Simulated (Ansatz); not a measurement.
Relaxed-ion elastic tensor of GePd (CsCl type, space group No. 221) in GPa (Voigt order), DFT-PBEsol in the program Ansatz with PAW potentials; density 9.81 g/cm³, 15.16 Å³ per atom.

|  | 1 | 2 | 3 | 4 | 5 | 6 |
|---|---|---|---|---|---|---|
| 1 | 171 | 133 | 133 | 0.0 | 0.0 | 0.0 |
| 2 | 133 | 171 | 133 | 0.0 | 0.0 | 0.0 |
| 3 | 133 | 133 | 171 | 0.0 | 0.0 | 0.0 |
| 4 | 0.0 | 0.0 | 0.0 | 27.3 | 0.0 | 0.0 |
| 5 | 0.0 | 0.0 | 0.0 | 0.0 | 27.3 | 0.0 |
| 6 | 0.0 | 0.0 | 0.0 | 0.0 | 0.0 | 27.3 |

**Question.** Is the crystal mechanically stable?

**Answer.** Yes: the smallest eigenvalue of C is 27.3 GPa.

**Question.** Work out the Voigt, Reuss and Hill averages.

**Answer.** K_V = 146, K_R = 146, K_H = 146; G_V = 24.0, G_R = 23.3, G_H = 23.7 GPa.

**Question.** Give Young's modulus, Poisson's ratio, Pugh's ratio and the universal anisotropy index.

**Answer.** E = 9KG/(3K + G) = 67.4 GPa; ν = 0.42; K/G = 6.16 (ductile by the Pugh limit of 1.75); A_U = 5G_V/G_R + K_V/K_R − 6 = 0.15.

**Question.** Estimate the sound speeds and the Debye temperature.

**Answer.** v_l = √((K + 4G/3)/ρ) = 4250 m/s, v_t = √(G/ρ) = 1550 m/s, mean 1770 m/s; Θ = (h/k)(3n/4πV)^(1/3) v_m = 212 K.

**Question.** Give the Zener ratio and Young's modulus along [100], [110] and [111].

**Answer.** A = 2C44/(C11 − C12) = 1.42; 1/E = S11 − 2(S11 − S12 − S44/2)Γ with Γ = 0, 1/4, 1/3 gives 55.2, 70.1, 77.0 GPa.

**Question.** Solve the Christoffel equation for the three sound speeds along [100], [110], [111].

**Answer.** Eigenvalues of C_ijkl n_j n_l equal ρv². In km/s, slowest first: [100] 1.67, 1.67, 4.18; [110] 1.40, 1.67, 4.28; [111] 1.49, 1.49, 4.31.

Space group Pm-3m (CsCl type). The cell is a constructed one: a structure type filled with these elements; neither database checked (COD, Materials Project) lists it. COD files the formula under space group No. 62. Its standing as an ambient phase is unchecked. Symmetry was held in the PBEsol relaxation; its stability against distortions is not shown here. The run is not spin-polarised. As this level gives no gap, shear constants depend on the k-mesh and smearing (Fermi–Dirac, 0.1 eV here).

Potentials: the earlier of the program's two PAW sets. The files were generated under PBE; for other functionals the program regenerates the frozen cores, and for LDA and PBEsol the local potential too.
